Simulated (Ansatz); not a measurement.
Consider the following.

BeSe:
```xyz
12
Lattice="6.3808 0.0000 0.0000 0.0000 6.3808 0.0000 0.0000 0.0000 6.3808" Properties=species:S:1:pos:R:3 pbc="T T T"
Be     1.5952     0.0000     3.1904
Be     3.1904     1.5952     0.0000
Be     3.1904     4.7856     0.0000
Be     4.7856     0.0000     3.1904
Be     0.0000     3.1904     4.7856
Be     0.0000     3.1904     1.5952
Se     1.5952     3.1904     0.0000
Se     0.0000     1.5952     3.1904
Se     0.0000     4.7856     3.1904
Se     4.7856     3.1904     0.0000
Se     3.1904     0.0000     4.7856
Se     3.1904     0.0000     1.5952
```

This is the PBE-relaxed structure.

Question: All from PBE in the plane-wave PAW code Ansatz, unless another level is named. Give the hole effective mass, band 3 of 3 at the edge.

Answer: 0.14 along [100], 0.23 along [110], 0.28 along [111] (mₑ).

Question: Give the hole effective mass with spin–orbit coupling, band 1 of 2 at the edge.

Answer: 2.5 along [100], 0.69 along [110], 0.46 along [111] (mₑ).

Question: And the smallest direct gap on the standard path?

Answer: 2.85 eV.

Question: Next, the valence-band maximum?

Answer: at Γ.

Space group Pm-3n. The start of the workflow was typed in or built on a structure type; neither database checked (COD, Materials Project) lists it. COD files the formula under space group No. 216. Whether it is the stable phase at ambient conditions was not checked. Symmetry was held in the PBE relaxation; its stability against distortions is not shown here. The volume moved by 20 % from the start of the relaxation. Spin–orbit coupling is left out wherever it is not named.

Potentials: the earlier of the program's two PAW sets.
